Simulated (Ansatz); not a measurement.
AlClO:
```yaml
crystal:
  lattice:
    - [3.11181, 0.00000, 0.00000]
    - [0.00000, 3.59677, 0.00000]
    - [0.00000, 0.00000, 7.64061]
  atoms:
    - { symbol: Al, position: [0.50000, 0.00000, 0.89306] }
    - { symbol: Al, position: [0.00000, 0.50000, 0.10694] }
    - { symbol: Cl, position: [0.00000, 0.00000, 0.67523] }
    - { symbol: Cl, position: [0.50000, 0.50000, 0.32477] }
    - { symbol: O, position: [0.50000, 0.50000, 0.94976] }
    - { symbol: O, position: [0.00000, 0.00000, 0.05024] }
```

Relaxed with LDA. Special points in fractions of this cell's reciprocal vectors: Γ (0.000, 0.000, 0.000); X (0.500, 0.000, 0.000); S (0.500, 0.500, 0.000); Y (0.000, 0.500, 0.000); Z (0.000, 0.000, 0.500); U (0.500, 0.000, 0.500); R (0.500, 0.500, 0.500); T (0.000, 0.500, 0.500).

Q: List the band energies nearest the valence-band maximum at these points for plane-wave PAW LDA (Ansatz code).

A: In eV from the valence-band maximum; about four levels below and three above (degenerate sets whole), none deeper than 8.9 eV; points with the same levels are listed once.

| k | below | above |
|---|---|---|
| Γ | -0.40 -0.37 -0.31 -0.22 | 5.77 6.81 7.53 |
| X | -1.28 -1.28 -0.05 -0.05 | 6.84 6.84 9.88 9.88 |
| S | -1.10 -1.10 -0.87 -0.87 | 7.10 7.10 7.29 7.29 |
| Y | -1.25 -1.25 -0.25 -0.25 | 7.55 7.55 8.60 8.60 |
| Z | -0.65 -0.39 -0.34 -0.18 | 6.75 6.80 7.63 |
| U | -0.93 -0.93 -0.05 -0.05 | 6.87 6.87 10.01 10.01 |
| R | -1.21 -1.21 -0.96 -0.96 | 6.88 6.88 7.68 7.68 |
| T | -0.63 -0.63 -0.25 -0.25 | 7.71 7.71 8.26 8.26 |

Space group Pmmn. The workflow started from a Materials Project entry (that database holds measured and hypothetical structures alike); the Crystallography Open Database files this formula in space group No. 59, but the cells were not matched. Whether it is the stable phase at ambient conditions was not checked. Symmetry was held in the LDA relaxation; whether a distortion lowers the energy is not shown. A crystal of weakly bound layers computed without a dispersion correction: the cell and the soft elastic constants depend strongly on that.

Potentials: the later of the program's two PAW sets.
